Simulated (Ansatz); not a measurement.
Geometry optimisation in Ansatz: input, command and trajectory.

```yaml
crystal:
  lattice:
    - [6.9852757883, 0.0, 0.0]
    - [-3.4926378941, 6.0494262851, 0.0]
    - [0.0, 0.0, 5.6067615945]
  atoms:
    - { symbol: K, position: [0.3333333333, 0.6666666667, 0.25] }
    - { symbol: K, position: [0.6666666667, 0.3333333333, 0.75] }
    - { symbol: "Y", position: [0.833, 0.666, 0.25] }
    - { symbol: "Y", position: [0.167, 0.833, 0.75] }
    - { symbol: "Y", position: [0.334, 0.167, 0.25] }
    - { symbol: "Y", position: [0.167, 0.334, 0.75] }
    - { symbol: "Y", position: [0.833, 0.167, 0.25] }
    - { symbol: "Y", position: [0.666, 0.833, 0.75] }
basis:
  ecutwfc: 420
kpoints:
  mp_grid: { grid: [3, 3, 4] }
hamiltonian:
  xc: pbe
scf:
  occupations: { method: gaussian, width: 0.1 }
  lower_state_search: "off"
output:
  forces: true
  stress: true
  eigenvalues: true
relax:
  adjacent_minimum: "off"
  f_tol: 0.04
  max_steps: 70
  cell: { stress_tol: 0.4 }
```

```bash
ansatz run input.yaml --threads 1 --pin off --max-ram 2560MiB --backend cpu --events-out ev --progress --plain --runs-dir out
```

Computed with DFT PBE, scalar-relativistic, plane waves, PAW in Ansatz.

Of 7 frames 7 are shown, positions in Å and forces in eV/Å; the SCF threshold varies from step to step. Steps run on the plane waves of an earlier cell, with a Pulay correction in the pressure. The basis is chosen afresh for the last frame, the zero of the energies, and at times for earlier ones too; energy and pressure step there, also at an unchanged geometry.

```xyz
8
Lattice="6.9853 0.0000 0.0000 -3.4926 6.0494 0.0000 0.0000 0.0000 5.6068" Properties=species:S:1:pos:R:3:forces:R:3 pbc="T T T" step=1 free_energy_over_end_meV_per_atom=181.92 pressure_GPa=7.55
K     0.0000    4.0330    1.4017    0.0000    0.0000    0.0000
K     3.4926    2.0165    4.2051    0.0000    0.0000    0.0000
Y     3.4926    4.0289    1.4017    0.0000    0.4574    0.0000
Y    -1.7428    5.0392    4.2051   -0.3962    0.2287    0.0000
Y     1.7498    1.0103    1.4017   -0.3962   -0.2287    0.0000
Y     0.0000    2.0205    4.2051    0.0000   -0.4574    0.0000
Y     5.2355    1.0103    1.4017    0.3962   -0.2287    0.0000
Y     1.7428    5.0392    4.2051    0.3962    0.2287    0.0000
8
Lattice="7.3260 0.0000 0.0000 -3.6630 6.3445 0.0000 0.0000 0.0000 5.8560" Properties=species:S:1:pos:R:3:forces:R:3 pbc="T T T" step=2 free_energy_over_end_meV_per_atom=39.63 pressure_GPa=2.21
K     0.0000    4.2297    1.4640    0.0000    0.0000    0.0000
K     3.6630    2.1148    4.3920    0.0000    0.0000    0.0000
Y     3.6630    4.2944    1.4640    0.0000    0.1908    0.0000
Y    -1.8875    5.3194    4.3920   -0.1652    0.0954    0.0000
Y     1.7754    1.0251    1.4640   -0.1652   -0.0954    0.0000
Y     0.0000    2.0501    4.3920    0.0000   -0.1908    0.0000
Y     5.5505    1.0251    1.4640    0.1652   -0.0954    0.0000
Y     1.8875    5.3194    4.3920    0.1652    0.0954    0.0000
8
Lattice="7.5198 0.0000 0.0000 -3.7599 6.5124 0.0000 0.0000 0.0000 5.9302" Properties=species:S:1:pos:R:3:forces:R:3 pbc="T T T" step=3 free_energy_over_end_meV_per_atom=13.47 pressure_GPa=0.59
K     0.0000    4.3416    1.4825    0.0000    0.0000    0.0000
K     3.7599    2.1708    4.4476    0.0000    0.0000    0.0000
Y     3.7599    4.4593    1.4825    0.0000    0.1166    0.0000
Y    -1.9819    5.4858    4.4476   -0.1010    0.0583    0.0000
Y     1.7780    1.0265    1.4825   -0.1010   -0.0583    0.0000
Y     0.0000    2.0530    4.4476    0.0000   -0.1166    0.0000
Y     5.7418    1.0265    1.4825    0.1010   -0.0583    0.0000
Y     1.9819    5.4858    4.4476    0.1010    0.0583    0.0000
8
Lattice="7.6640 0.0000 0.0000 -3.8320 6.6372 0.0000 0.0000 0.0000 5.8932" Properties=species:S:1:pos:R:3:forces:R:3 pbc="T T T" step=4 free_energy_over_end_meV_per_atom=4.88 pressure_GPa=0.33
K     0.0000    4.4248    1.4733    0.0000    0.0000    0.0000
K     3.8320    2.2124    4.4199    0.0000    0.0000    0.0000
Y     3.8320    4.6156    1.4733    0.0000   -0.0341    0.0000
Y    -2.0812    5.6264    4.4199    0.0295   -0.0171    0.0000
Y     1.7508    1.0108    1.4733    0.0295    0.0171    0.0000
Y     0.0000    2.0216    4.4199    0.0000    0.0341    0.0000
Y     5.9132    1.0108    1.4733   -0.0295    0.0171    0.0000
Y     2.0812    5.6264    4.4199   -0.0295   -0.0171    0.0000
8
Lattice="7.8667 0.0000 0.0000 -3.9333 6.8127 0.0000 0.0000 0.0000 5.8023" Properties=species:S:1:pos:R:3:forces:R:3 pbc="T T T" step=5 free_energy_over_end_meV_per_atom=0.93 pressure_GPa=-0.23
K     0.0000    4.5418    1.4506    0.0000    0.0000    0.0000
K     3.9333    2.2709    4.3517    0.0000    0.0000    0.0000
Y     3.9333    4.7683    1.4506    0.0000    0.0473    0.0000
Y    -2.1628    5.7905    4.3517   -0.0410    0.0237    0.0000
Y     1.7705    1.0222    1.4506   -0.0410   -0.0237    0.0000
Y     0.0000    2.0445    4.3517    0.0000   -0.0473    0.0000
Y     6.0961    1.0222    1.4506    0.0410   -0.0237    0.0000
Y     2.1628    5.7905    4.3517    0.0410    0.0237    0.0000
8
Lattice="7.8883 0.0000 0.0000 -3.9442 6.8315 0.0000 0.0000 0.0000 5.7573" Properties=species:S:1:pos:R:3:forces:R:3 pbc="T T T" step=6 free_energy_over_end_meV_per_atom=0.59 pressure_GPa=0.03
K     0.0000    4.5543    1.4393    0.0000    0.0000    0.0000
K     3.9442    2.2772    4.3180    0.0000    0.0000    0.0000
Y     3.9442    4.8024    1.4393    0.0000   -0.0259    0.0000
Y    -2.1869    5.8169    4.3180    0.0225   -0.0130    0.0000
Y     1.7573    1.0146    1.4393    0.0225    0.0130    0.0000
Y     0.0000    2.0291    4.3180    0.0000    0.0259    0.0000
Y     6.1311    1.0146    1.4393   -0.0225    0.0130    0.0000
Y     2.1869    5.8169    4.3180   -0.0225   -0.0130    0.0000
8
Lattice="7.8883 0.0000 0.0000 -3.9442 6.8315 0.0000 0.0000 0.0000 5.7573" Properties=species:S:1:pos:R:3:forces:R:3 pbc="T T T" step=7 free_energy_over_end_meV_per_atom=0.00 pressure_GPa=0.07
K     0.0000    4.5543    1.4393    0.0000    0.0000    0.0000
K     3.9442    2.2772    4.3180    0.0000    0.0000    0.0000
Y     3.9442    4.8024    1.4393    0.0000   -0.0262    0.0000
Y    -2.1869    5.8169    4.3180    0.0227   -0.0131    0.0000
Y     1.7573    1.0146    1.4393    0.0227    0.0131    0.0000
Y     0.0000    2.0291    4.3180    0.0000    0.0262    0.0000
Y     6.1311    1.0146    1.4393   -0.0227    0.0131    0.0000
Y     2.1869    5.8169    4.3180   -0.0227   -0.0131    0.0000
```

The start puts this composition into another compound's structure type, which needn't suit it. The cell swells from 29.6 to 38.8 Å³ an atom, so the end can be far from any stable crystal. At the end the space group is P6_3/mmc (tolerance 0.05 Å).

The run took 59 s on 1 thread of Arm Neoverse V1, on a shared host, peak memory 0.53 GiB.

The k mesh is coarse.